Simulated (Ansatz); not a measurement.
Zr₂C in space group P4/nmm (No. 129; Zr on 2a, Zr on 2c, C on 2c) at seven volumes, the program Ansatz at the r²SCAN level (PAW), shape and atoms relaxed at each. One row is withheld.

| V (Å³/atom) | P (GPa) |
|---|---|
| 13.982 | 18.52 |
| 14.443 | 11.37 |
| 14.904 | 5.24 |
| 15.365 | 0.00 |
| 15.826 | -4.50 |
| 16.287 | -8.35 |
| 16.747 | ? |

**Question.** Fit the shown pressures and predict the withheld one.

**Answer.** P = (3/2)B₀(x^(7/2) − x^(5/2))[1 + (3/4)(B′ − 4)(x − 1)] with x = (V₀/V)^(2/3). Least squares on the six rows gives V₀ = 15.365 Å³/atom, B₀ = 162 GPa, B′ = 4.12. At V = 16.747, x = 0.9442 and P = -11.69 GPa. The run itself gave -11.68 GPa.

The cell is a constructed one: a structure type filled with these elements; neither database checked (COD, Materials Project) lists it. Whether it is the stable phase at ambient conditions was not checked. The r²SCAN relaxation kept the symmetry of its start; whether a distortion lowers the energy is not shown. No spin polarisation was allowed.

Potentials: the earlier of the program's two PAW sets.
